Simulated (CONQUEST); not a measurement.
CONQUEST run on CdS (P1, 8 atoms in the cell; from Materials Project mp-672, changed as shown): self-consistent single point.

Level of theory: LDA (PW92), numerical atomic orbitals double-zeta with polarisation (the shipped basis), PseudoDojo norm-conserving potentials made for LDA in CONQUEST.

The change in words: atoms moved at random. Reference geometry (P6_3mc):
```yaml
crystal:
  lattice:
    - [4.16884, 0.00000, 0.00000]
    - [0.00000, 7.22064, 0.00000]
    - [0.00000, 0.00000, 6.77962]
  atoms:
    - { symbol: Cd, position: [0.50000, 0.16667, 0.50022] }
    - { symbol: Cd, position: [0.00000, 0.33333, 0.00022] }
    - { symbol: Cd, position: [0.00000, 0.66667, 0.50022] }
    - { symbol: Cd, position: [0.50000, 0.83333, 0.00022] }
    - { symbol: S, position: [0.50000, 0.16667, 0.87678] }
    - { symbol: S, position: [0.00000, 0.33333, 0.37678] }
    - { symbol: S, position: [0.00000, 0.66667, 0.87678] }
    - { symbol: S, position: [0.50000, 0.83333, 0.37678] }
```

Reference input (self-consistent single point, DFT, LDA (PW92), numerical atomic orbitals double-zeta with polarisation (the shipped basis), PseudoDojo norm-conserving potentials made for LDA): basis = DZP; Diag.MPMeshX, Y, Z = 6 4 4; potentials = PseudoDojo norm-conserving LDA; Grid.GridCutoff = 140 Ha; DM.SolutionMethod = diagon; Diag.kT = 0.001837 Ha; Diag.GammaCentred = true; minE.SCTolerance = 1.0e-06; SC.MaxIters = 100; SC.LinearMixingFactor = 0.5; SC.KerkerPreCondition = true; SC.KerkerFactor = 0.1 1/bohr. This run's input differs from it in these lines:

```diff
@@ -33,10 +33,10 @@
 8
-    0.500000000     0.166667000     0.500220000  1 T T T
-    0.000000000     0.333333000     0.000220000  1 T T T
-    0.000000000     0.666667000     0.500220000  1 T T T
-    0.500000000     0.833333000     0.000220000  1 T T T
-    0.500000000     0.166667000     0.876780000  2 T T T
-    0.000000000     0.333333000     0.376780000  2 T T T
-    0.000000000     0.666667000     0.876780000  2 T T T
-    0.500000000     0.833333000     0.376780000  2 T T T
+    0.501199000     0.167581000     0.500746000  1 T T T
+    0.004833000     0.337819000     0.000610000  1 T T T
+    0.993603000     0.666294000     0.501472000  1 T T T
+    0.507157000     0.836600000     0.993942000  1 T T T
+    0.497132000     0.161105000     0.867836000  2 T T T
+    0.997563000     0.334261000     0.377961000  2 T T T
+    0.992187000     0.665381000     0.882768000  2 T T T
+    0.506326000     0.830958000     0.382664000  2 T T T
```

Output, abridged:

```
    new_SC_potl: Starting.  Tolerance:  0.10000E-05

    PulayMixSC: Starting Pulay mixing, A_up =  0.500 A_dn =  0.500
    PulayMixSC: Spin non-polarised calculation.
    PulayMixSC: with Kerker preconditioning, q0 =  0.100
          Harris-Foulkes Energy            :      -745.550284370809891 Ha
          (TS=0 as O(N) or entropic contribution is negligible)
          DFT Total Energy                 :      -745.391711837145976 Ha
          Total number of electrons        :       104.000000000003141
    PulayMixSC: Pulay iteration     1 residual:              0.13398E-02
   [... lines left out ...]
          Total number of electrons        :       104.000092720905300
    PulayMixSC: Pulay iteration     5 residual:              0.20212E-05
          Harris-Foulkes Energy            :      -745.482661599179323 Ha
          GroundState Energy (E-(1/2)TS)   :      -745.482661610904756 Ha
          Free Energy (E-TS)               :      -745.482661622630189 Ha
          DFT Total Energy                 :      -745.482661585463802 Ha
          Total number of electrons        :       104.000092600374572
    PulayMixSC: Pulay iteration     6 residual:              0.69585E-06
    PulayMixSC: Reached SCF tolerance of  0.69585E-06 after      6 iterations
      | Number of electrons      =       104.000093
      |* band energy as 2Tr[K.H] =      -122.355978789367953 Ha
      |  screened ion-ion energy =      -613.923169283651987 Ha
      |  Ha correction           =         3.453381555491222 Ha
      |  XC correction           =       -12.656898261130246 Ha
      | GS Energy as E-(1/2)TS   =      -745.482661610904756 Ha
      | Free Energy as E-TS      =      -745.482661622630189 Ha
      |* Harris-Foulkes energy   =      -745.482661599179323 Ha
      |* DFT total energy        =      -745.482661585463802 Ha
      |  estimated accuracy      =        -0.000000013715521 Ha

    force: Forces on atoms (Ha/a0)
    force:  Atom   X              Y              Z
   [... lines left out ...]
    force:     8  -0.0065241073   0.0029802124  -0.0068859178

    force: Maximum force :        0.00989794(Ha/a0) on atom         5 in z direction
    force: Force Residual:        0.00865143 Ha/a0
    force: Total stress:          3.13965554     2.40149351     3.08278145 GPa
    force: Average pressure:     -2.87464350 GPa

    force: Finished force
    get_E_and_F: Change in energy during last step of electronic optimisation: -0.67007E-07
```

The run converged in 6 iterations. CONQUEST prints the stress tensor with tension positive. Against the reference run the free energy rises by 9.7 meV/atom, the pressure goes from -3.07 to -2.87 GPa, the largest force goes from under 0.1 to 0.68 eV/Å and the gap on the mesh goes from 1.051 to 1.038 eV.

The program uses no crystal symmetry, so grid and mesh can part values that symmetry would make equal. The atom-centred basis is finite, which shifts total energies, pressures, gaps and forces against plane waves. The structure comes from a collection of computed structures, made at another level of theory; the collection holds predicted forms beside known ones.

Cost on one core: about 40 core-seconds (a rough figure).
